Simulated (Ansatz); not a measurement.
NiBi (NiAs type, space group No. 194) at seven volumes, plane-wave PAW r²SCAN (Ansatz code), shape and atoms relaxed at each. One row is withheld.

```
V (Å³/atom)  P (GPa)
-----------  -------
17.507         11.95
18.084          7.27
18.662          3.33
19.239          0.00
19.816         -2.80
20.393             ?
20.970         -7.14
```

**Question.** Fit the shown pressures and predict the withheld one.

**Answer.** P = (3/2)B₀(x^(7/2) − x^(5/2))[1 + (3/4)(B′ − 4)(x − 1)] with x = (V₀/V)^(2/3). Least squares on the six rows gives V₀ = 19.240 Å³/atom, B₀ = 101 GPa, B′ = 4.69. At V = 20.393, x = 0.9619 and P = -5.13 GPa. The run itself gave -5.15 GPa.

Space group P6_3/mmc (NiAs type). The workflow started from a Materials Project entry (that database holds measured and hypothetical structures alike); the Crystallography Open Database copy checked does not list it. Whether it is the stable phase at ambient conditions was not checked. The cell was relaxed with r²SCAN under the symmetry of its start; of distortions, only those at the zone centre were tested. No spin polarisation was allowed. Scalar-relativistic: spin–orbit coupling is off unless named, which matters more the heavier the elements.

Potentials: the later of the program's two PAW sets.
